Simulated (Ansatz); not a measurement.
SiRh:
```yaml
crystal:
  lattice:
    - [4.67242, 0.00000, 0.00000]
    - [0.00000, 4.67242, 0.00000]
    - [0.00000, 0.00000, 4.67242]
  atoms:
    - { symbol: Si, position: [0.15786, 0.34214, 0.65786] }
    - { symbol: Si, position: [0.34214, 0.65786, 0.15786] }
    - { symbol: Si, position: [0.65786, 0.15786, 0.34214] }
    - { symbol: Si, position: [0.84214, 0.84214, 0.84214] }
    - { symbol: Rh, position: [0.84744, 0.65256, 0.34744] }
    - { symbol: Rh, position: [0.65256, 0.34744, 0.84744] }
    - { symbol: Rh, position: [0.34744, 0.84744, 0.65256] }
    - { symbol: Rh, position: [0.15256, 0.15256, 0.15256] }
```

Relaxed with PBEsol. Special points in fractions of this cell's reciprocal vectors: Γ (0.000, 0.000, 0.000); X (0.000, 0.500, 0.000); M (0.500, 0.500, 0.000); R (0.500, 0.500, 0.500); X1 (0.500, 0.000, 0.000).

**Question.** List the band energies nearest the Fermi level at these points for PBEsol in the plane-wave PAW code Ansatz.

**Answer.** In eV from the Fermi level; about four levels below and three above (degenerate sets whole), none deeper than 8.9 eV; points with the same levels are listed once.

| k | below | above |
|---|---|---|
| Γ | -1.48 -1.48 -1.46 -1.46 -1.46 | 0.03 0.03 0.03 |
| X | -1.14 -1.14 -0.74 -0.74 | 1.48 1.48 1.80 1.80 |
| M | -1.75 -1.75 -0.03 -0.03 | 0.62 0.62 2.32 2.32 |
| R | -0.49 -0.49 -0.49 -0.49 | 4.20 4.20 4.20 4.20 |

Space group P2_13. The first step of the workflow began from a Materials Project structure, measured or hypothetical; the Crystallography Open Database copy checked does not list it. COD files the formula under space group No. 14, so this cell is another polymorph or a model. Whether it is the stable phase at ambient conditions was not checked. Symmetry was held in the PBEsol relaxation; whether a distortion lowers the energy is not shown. No spin polarisation was allowed. Spin–orbit coupling is left out wherever it is not named.

Potentials: the later of the program's two PAW sets.
